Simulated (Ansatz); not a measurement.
The relaxed structure here is a generated cell of AlPt: the first start was made by a random draw of sites in a space group, and the end was not matched to a known phase here, so it may be hypothetical.

The end point of a relaxation of AlPt. Method: PBE (plane waves to 420 eV, PAW, scalar-relativistic; Ansatz, a quantum-chemistry and plane-wave program).

```
CELL_PARAMETERS angstrom
      0.00000     2.56784     2.56784
      2.56784     0.00000     2.56784
      2.56784     2.56784     0.00000
ATOMIC_POSITIONS crystal
  Al 0.50000 0.50000 0.50000
  Pt 0.00000 0.00000 0.00000
```

Task: Find the space group and the Wyckoff positions (tolerance 0.01 Å).

Result: Space group Fm-3m (No. 225); a = b = c = 5.1357 Å, α = β = γ = 90.00°

```
atom  site  symmetry       x       y       z
----  ----  --------  ------  ------  ------
Al      4b      m-3m  0.5000  0.5000  0.5000
Pt      4a      m-3m  0.0000  0.0000  0.0000
```

This is the rock salt type.

Task: Give the shortest distances between elements (the closest pairs, up to four, under 3.6 Å).

Result: Al–Pt 2.57 Å.

```yaml
volume_per_atom: 16.93 Å³
density: 10.89 g/cm³
band_gap: no gap (metallic)
```

No spin polarisation in the result.

The run could not lose the symmetry of its start: the end is stationary, and may be a saddle point rather than a minimum.

All atoms sit on sites fixed by symmetry, so only the cell could relax.
